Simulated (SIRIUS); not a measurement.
A self-consistent single point of CoGe (P2_12_12_1, 8 atoms in the cell; from Materials Project mp-10692, changed as shown).

```
CELL_PARAMETERS angstrom
      4.57947     0.00000     0.00000
      0.00000     4.57947     0.00000
      0.00000     0.00000     4.48788
ATOMIC_POSITIONS crystal
  Co 0.13683 0.13683 0.13683
  Co 0.36317 0.86317 0.63683
  Co 0.63683 0.36317 0.86317
  Co 0.86317 0.63683 0.36317
  Ge 0.83981 0.83981 0.83981
  Ge 0.66019 0.16019 0.33981
  Ge 0.33981 0.66019 0.16019
  Ge 0.16019 0.33981 0.66019
```

Method: PBEsol, PseudoDojo 0.4 standard norm-conserving PBEsol (tails mended) pseudopotentials (plane waves; SIRIUS).

SIRIUS settings:

| key | value |
|---|---|
| parameters.ngridk | 3 3 3 |
| parameters.xc_functionals | [XC_GGA_X_PBE_SOL, XC_GGA_C_PBE_SOL] |
| parameters.gk_cutoff | 9.798 1/bohr |
| parameters.pw_cutoff | 19.596 1/bohr |
| parameters.smearing | cold |
| parameters.smearing_width | 0.00734986 Ha |
| potentials | PseudoDojo 0.4 standard norm-conserving PBEsol (tails mended) pseudopotentials |
| parameters.electronic_structure_method | pseudopotential |
| parameters.num_bands | 74 |
| parameters.num_mag_dims | 0 |
| parameters.num_dft_iter | 100 |
| parameters.energy_tol | 1e-07 Ha |
| parameters.density_tol | 1e-06 |
| mixer.type | anderson |
| mixer.beta | 0.3 |
| mixer.use_hartree | true |

Results:

Number of valence electrons: 124
Number of bands: 74
Number of k-points after the program's reduction: 8
Number of plane waves (most at a k-point): 10121
Number of SCF iterations: 15
FFT grid: 60 × 60 × 60
Free energy E − TS: -26346.2871 eV
Pressure: 3.02 GPa
Largest force (vector length): 0.145 eV/Å

Forces (eV/Å):
```json
[
 {"atom": "Co1", "Fx": "0.047", "Fy": "0.029", "Fz": "0.134"},
 {"atom": "Co2", "Fx": "-0.047", "Fy": "-0.029", "Fz": "0.134"},
 {"atom": "Co3", "Fx": "0.047", "Fy": "-0.029", "Fz": "-0.134"},
 {"atom": "Co4", "Fx": "-0.047", "Fy": "0.029", "Fz": "-0.134"},
 {"atom": "Ge5", "Fx": "0.009", "Fy": "-0.023", "Fz": "0.076"},
 {"atom": "Ge6", "Fx": "-0.009", "Fy": "0.023", "Fz": "0.076"},
 {"atom": "Ge7", "Fx": "0.009", "Fy": "0.023", "Fz": "-0.076"},
 {"atom": "Ge8", "Fx": "-0.009", "Fy": "-0.023", "Fz": "-0.076"}
]
```

Stress (GPa, positive for compression):
```
1.71  0.00  0.00
0.00  1.77  0.00
0.00  0.00  5.59
```

For comparison: a first run was changed to give this one (lattice vector c scaled by 0.98), and from it to this one the free energy goes up by 3.2 meV/atom, the pressure goes from -1.20 to 3.02 GPa and the largest force goes from 0.044 to 0.145 eV/Å.

The run has no spin polarisation, so moments on Co cannot form. The structure comes from a collection of computed structures, made at another level of theory; the collection holds predicted forms beside known ones. No clean gap shows at this smearing width and mesh (spacing up to 0.47 Å⁻¹); the mesh is coarse for partly filled bands, so the values carry mesh errors.

Cost on one core: roughly 2.1 core-minutes.

“Tails mended”: in these copies of the files the far tail of each local potential was reset to the Coulomb form.
